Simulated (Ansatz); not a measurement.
**Property card for Tc₂P₃**

Tc$_{2}$P$_{3}$:
```yaml
crystal:
  lattice:
    - [6.16895, 1.55480, 0.00000]
    - [-6.16895, 1.55480, 0.00000]
    - [-5.02901, 0.00000, 7.47567]
  atoms:
    - { symbol: Tc, position: [0.63366, 0.36634, 0.85477] }
    - { symbol: Tc, position: [0.36634, 0.63366, 0.14523] }
    - { symbol: Tc, position: [0.74974, 0.25026, 0.63652] }
    - { symbol: Tc, position: [0.25026, 0.74974, 0.36348] }
    - { symbol: P, position: [0.90191, 0.09809, 0.37048] }
    - { symbol: P, position: [0.09809, 0.90191, 0.62952] }
    - { symbol: P, position: [0.58962, 0.41038, 0.32260] }
    - { symbol: P, position: [0.41038, 0.58962, 0.67740] }
    - { symbol: P, position: [0.11043, 0.88957, 0.03964] }
    - { symbol: P, position: [0.88957, 0.11043, 0.96036] }
```

Space group C2/m (No. 12); conventional cell a = 12.3379 Å, b = 3.1096 Å, c = 9.0098 Å, α = γ = 90.00°, β = 123.93°.

Method: DFT-r²SCAN in the program Ansatz with PAW potentials. The cell and atoms are relaxed at this level. Other levels are named where they apply.

Cell and energy:

- Volume per atom = 14.34 Å³
- Density = 6.69 g/cm³
- Formation energy from the elements (no fitted shifts) = -0.60 eV/atom

Electronic structure:

- Electronic character = metallic (no gap)
- Density of states at the Fermi level = 0.28 states/eV per atom (mean over ±0.08 eV)

The first step of the workflow began from a Materials Project structure, measured or hypothetical; the Crystallography Open Database copy checked does not list it. Whether it is the stable phase at ambient conditions was not checked. Symmetry was held in the r²SCAN relaxation; its stability against distortions is not shown here. No spin polarisation was allowed. The references are the lowest solids computed at this level, not always the standard phases. Spin–orbit coupling is left out wherever it is not named.

Potentials: the later of the program's two PAW sets.
